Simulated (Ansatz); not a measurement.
AlN:
```cif
data_Al4N4
_chemical_formula_sum 'Al4 N4'
_space_group_name_H-M_alt 'Fm-3m'
_space_group_IT_number 225
_space_group_name_Hall '-F 4 2 3'
_cell_length_a 4.03646
_cell_length_b 4.03646
_cell_length_c 4.03646
_cell_angle_alpha 90.000
_cell_angle_beta 90.000
_cell_angle_gamma 90.000
loop_
_atom_site_label
_atom_site_type_symbol
_atom_site_symmetry_multiplicity
_atom_site_Wyckoff_symbol
_atom_site_fract_x
_atom_site_fract_y
_atom_site_fract_z
_atom_site_occupancy
Al1 Al 4 a 0.00000 0.00000 0.00000 1
N1 N 4 b 0.50000 0.50000 0.50000 1
```
(The calculation used a cell of 2 atoms; values per cell refer to that cell.)

Relaxed with r²SCAN. DFT-r²SCAN in the program Ansatz with PAW potentials gives a gap of 5.53 eV.

### Question
What gap does HSE06 give on the same cell (Ansatz, PAW)?

### Answer
6.09 eV, 0.57 eV more. The hybrid was solved on a coarser mesh and at special points; its gap is the smallest among all of these.

```tsv
k	v1 r²SCAN	c1 r²SCAN	v1 HSE06	c1 HSE06
Γ	0.00	6.54	?	?
X	-2.90	5.53	-3.06	6.09
L	-1.16	6.94	?	?
W	-3.96	9.10	?	?
K	-2.39	6.74	?	?
```

### Question
Top valence (v1) and lowest conduction level (c1) in eV from each method's valence maximum (which need not be a listed point): supply the withheld HSE06 values.

### Answer

- L, v1 HSE06: -1.20
- L, c1 HSE06: 7.58
- K, v1 HSE06: -2.51
- K, c1 HSE06: 7.32
- W, v1 HSE06: -4.19
- W, c1 HSE06: 9.81
- Γ, v1 HSE06: 0.00
- Γ, c1 HSE06: 7.28

Cost on shared cores: the r²SCAN run (SCF on a 12×12×12 mesh, then bands and DOS) roughly 6 core-seconds, the HSE06 run (SCF on 9×9×9, then a few points) roughly 40 core-seconds; the tasks are unlike.

This is a known high-pressure phase of the composition, computed here at zero pressure and temperature. The cell was relaxed with r²SCAN under the symmetry of its start; whether a distortion lowers the energy is not shown. The volume moved by -17 % from the start of the relaxation.

Potentials: the earlier of the program's two PAW sets.
